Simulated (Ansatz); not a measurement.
## Al₂GaN₃: the gap under pressure

Al₂GaN₃, Cm, a = 11.486 Å, b = 3.136 Å, c = 7.422 Å, β = 104.8°. The structure is a Materials Project entry; whether it is the stable form wasn't checked. Ansatz: PBEsol, PAW, 420 eV, Γ-centred 8×8×4 mesh on 12 atoms, Gaussian smearing 0.02 eV; no spin polarisation. Cell and atoms are relaxed at each pressure, and no other structure is tried, so the rows at high pressure may lie past a change of phase. The gap is sought over the whole zone. The pressures are the targets, met within 0.06 GPa.

```tsv
P (GPa)	gap y (eV)
-2.0	?
0.0	3.257
2.0	3.336
5.0	3.444
10.0	3.614
20.0	3.920
```

Q: Fit y = E0 + αP + βP² to the other rows and predict the missing gap.

A: Least squares on the rows shown. y = 3.2586 + 0.038251 P − 0.00025965 P². So α = 38.3 meV/GPa at zero pressure. At P = -2.0 the fit asked for gives 3.181 eV. The run gave 3.176 eV, so the fit is 0.005 eV too high, a small miss on the scale of the series.

Semilocal functionals give gaps under the measured ones; changes of the gap mostly carry over better.